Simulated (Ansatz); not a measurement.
TiSi2 (C54 type, space group Fddd)

```
CELL_PARAMETERS angstrom
      0.00000     4.11477     4.26030
      2.38957     0.00000     4.26030
      2.38957     4.11477     0.00000
ATOMIC_POSITIONS crystal
  Si 0.66253 0.33747 0.66253
  Si 0.33747 0.66253 0.33747
  Si 0.58747 0.91253 0.58747
  Si 0.91253 0.58747 0.91253
  Ti 0.00000 0.00000 0.00000
  Ti 0.25000 0.25000 0.25000
```

In this cell atom 1 (Si, nearest neighbour Si at 2.519 Å; its periodic images, 4.8 Å or more away, move with it) is moved by s along Cartesian z, unit vector (0.000, 0.000, 1.000); all other atoms and the cell stay fixed.

Method: r2SCAN (plane waves to 500 eV, PAW, scalar-relativistic; Ansatz, a quantum-chemistry and plane-wave program). k mesh 10×10×10 (Γ-centred), Fermi-Dirac smearing 0.05 eV. Energies are smeared free energies. Stress and pressure are positive under compression. Left out: 2 of 11 points, with atoms too close for the PAW data. With partly filled bands, energies and forces of such displacements shift with the k mesh and the smearing. TiSi2 is run without spin polarisation. TiSi2 was relaxed with its symmetry unable to fall. The zero of ΔE is the undisplaced structure.

Task: What ΔE (meV/cell) and P (GPa) does the calculation give at s (Å) = -0.608, -0.304, -0.152, 0.304, 0.456, 0.608?

Result: 
| s (Å) | ΔE (meV/cell) | P (GPa) |
|---|---|---|
| -0.608 | 2586 | 12.4 |
| -0.304 | 544 | 3.0 |
| -0.152 | 129 | 0.7 |
| 0.304 | 544 | 3.0 |
| 0.456 | 1324 | 6.8 |
| 0.608 | 2586 | 12.4 |

(A displaced cell: forces are minus the slopes of the energy, force constants its curvatures, and phonons follow from these.)
